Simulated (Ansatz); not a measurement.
CsPbCl₃ (cubic perovskite)

```
CsPbCl3
1.0
    5.61876     0.00000     0.00000
    0.00000     5.61876     0.00000
    0.00000     0.00000     5.61876
Cs Pb Cl
1 1 3
Cartesian
  0.00000   0.00000   0.00000
  2.80938   2.80938   2.80938
  0.00000   2.80938   2.80938
  2.80938   2.80938   0.00000
  2.80938   0.00000   2.80938
```

This relaxed cell (volume V₀) is scaled evenly in all directions, its shape held. Symmetry pins the atoms to their sites.

Method: PBEsol (plane waves to 420 eV, PAW, scalar-relativistic; Ansatz, a program for electronic structure). k mesh 6×6×6 (Γ-centred), Fermi-Dirac smearing 0.05 eV. E stands for the smeared free energy. Compression counts positive. CsPbCl3 was relaxed with its symmetry unable to fall. Spin-orbit coupling is left out, though Pb is heavy. The PAW data are Ansatz's earlier set. This is a high-temperature form of CsPbCl3. The zero of ΔE is the relaxed starting cell.

| V (Å³/cell) | ΔE (meV/atom) | P (GPa) |
|---|---|---|
| 166.74 | 11.2 | 1.79 |
| 168.52 | 7.6 | 1.45 |
| 170.29 | 4.8 | 1.12 |
| 172.06 | 2.6 | 0.82 |
| 173.84 | 1.2 | 0.53 |
| 175.61 | 0.3 | 0.26 |
| 177.39 | 0.0 | 0.00 |
| 179.16 | 0.3 | -0.24 |
| 180.93 | 1.1 | -0.47 |
| 182.71 | 2.4 | -0.69 |
| 184.48 | 4.1 | -0.89 |
| 186.26 | 6.3 | -1.09 |
| 188.03 | 8.9 | -1.27 |

Summary:

| Item | Value |
|---|---|
| Pressure at the smallest volume | 1.79 GPa |
| Energy cost of the largest compression | 11.2 meV/atom |
| Energy cost of the largest expansion | 8.9 meV/atom |
| Bulk modulus B₀ (third-order Birch-Murnaghan fit) | 25.0 GPa |
| Pressure derivative B₀′ (fit) | 4.7 |
| Equilibrium volume of the fit | 35.48 Å³/atom |
| Pressure for 5 % compression (fit) | 1.4 GPa |

The 13 points together took very roughly 80 core-seconds.

(A scan under strain: stresses follow from slopes of the energy per volume, elastic moduli from its curvatures.)
